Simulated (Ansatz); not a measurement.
## Equation of state of NbAs

```xyz
4
Lattice="-1.7259 1.7259 5.8400 1.7259 -1.7259 5.8400 1.7259 1.7259 -5.8400" Properties=species:S:1:pos:R:3 pbc="T T T"
Nb    0.0000    0.0000    8.7600
Nb    0.0000    1.7259    0.0000
As    0.0000    0.0000    1.9389
As    0.0000    1.7259    4.8589
```

The geometry is COD entry 1537320, unchecked; take it as a test cell.

Methods: DFT, LDA, all-electron LAPW, scalar-relativistic (Ansatz 0.2.0); DFT, LDA, PAW with Ansatz's default frozen-core files, scalar-relativistic (Ansatz 0.2.0).

For LAPW: a Γ-centred 15×15×15 k mesh, Fermi–Dirac smearing of 0.08 eV, basis error target 0.5 meV/atom, no spin polarisation. PAW takes a cutoff of 420 eV at this cell (files made with PBE, cores remade for this functional). The Ansatz runs share mesh, smearing and spin set-up. Plane-wave (PAW) pressures include the program's estimate of the Pulay term.

The cell above is scaled evenly, with fractional coordinates and shape held.

(1) Estimate the equilibrium volume and bulk modulus that LAPW (all electrons) gives for this fixed shape.

Results:

(1) V0 = 16.85 Å³/atom, B0 = 187 GPa, B0′ = 4.5, from a third-order Birch–Murnaghan fit to these pressures:
```json
{"V/V(cell)": "0.9600", "V (Å³/atom)": "16.699", "P, LAPW (GPa)": "1.72", "P, PAW (GPa)": "1.72", "free energy over the lowest listed, PAW (meV/atom)": "0.0"}
{"V/V(cell)": "0.9900", "V (Å³/atom)": "17.221", "P, LAPW (GPa)": "-3.88", "P, PAW (GPa)": "-3.87", "free energy over the lowest listed, PAW (meV/atom)": "3.8"}
{"V/V(cell)": "1.0000", "V (Å³/atom)": "17.395", "P, LAPW (GPa)": "-5.54", "P, PAW (GPa)": "-5.54", "free energy over the lowest listed, PAW (meV/atom)": "8.9"}
{"V/V(cell)": "1.0200", "V (Å³/atom)": "17.743", "P, LAPW (GPa)": "-8.61", "P, PAW (GPa)": "-8.61", "free energy over the lowest listed, PAW (meV/atom)": "24.3"}
{"V/V(cell)": "1.0600", "V (Å³/atom)": "18.438", "P, LAPW (GPa)": "-13.79", "P, PAW (GPa)": "-13.79", "free energy over the lowest listed, PAW (meV/atom)": "73.4"}
```
